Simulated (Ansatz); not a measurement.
A relaxed cell of AlGa₃As₄ is given with its symmetry left out. The cell was found from a structure generator's guess, not taken from experiment.

These are results of DFT PBE, scalar-relativistic, plane waves, PAW in Ansatz 0.2.0, not measurements. Cutoff 420 eV, Γ-centred mesh, Gaussian smearing, no spin polarisation.

```
Al Ga As
1.0
     4.06098    0.00000    0.00000
     0.00000    4.06098    0.00000
     0.00000    0.00000   11.47567
Al Ga As
1 3 4
Direct
  0.00000 0.00000 0.00000
  0.50000 0.50000 0.24975
  0.00000 0.00000 0.50000
  0.50000 0.50000 0.75025
  0.50000 0.00000 0.12410
  0.00000 0.50000 0.37489
  0.50000 0.00000 0.62511
  0.00000 0.50000 0.87590
```

The zero of energy is the elements' standard structures at the same level; no fitted shifts are applied.

(1) What space group does it have?

(2) How far does it lie from the elements in energy?

(3) Is it a metal?

## Answers

(1) P-4m2 (No. 115), with Al and Ga ordered on zinc blende sites. Conventional cell: a = 4.061 Å, c = 11.476 Å. Al is surrounded by 4 As at 2.48 Å; around Ga on a site of symmetry 2mm lie 4 As at 2.49 Å; Ga on a site of symmetry -4m2 is surrounded by 4 As at 2.49 Å; around As on its first site lie 2 Al at 2.48 Å and 2 Ga at 2.49 Å; 1 more site not described.

(2) −0.384 eV/atom. A negative formation energy is needed for stability but isn't enough: competing phases decide.

(3) No, the gap on the 10×10×4 mesh is 0.52 eV.

The last run used a 10×10×4 mesh (in the run's order of axes) for its 8-atom cell and Gaussian smearing of 0.02 eV. Kohn–Sham gaps at this level usually fall short of measured ones. The reference form of As is held partly by dispersion forces, which this level lacks. A later test with randomly moved atoms came back to the same energy, though modes that don't fit the test's cell weren't probed.
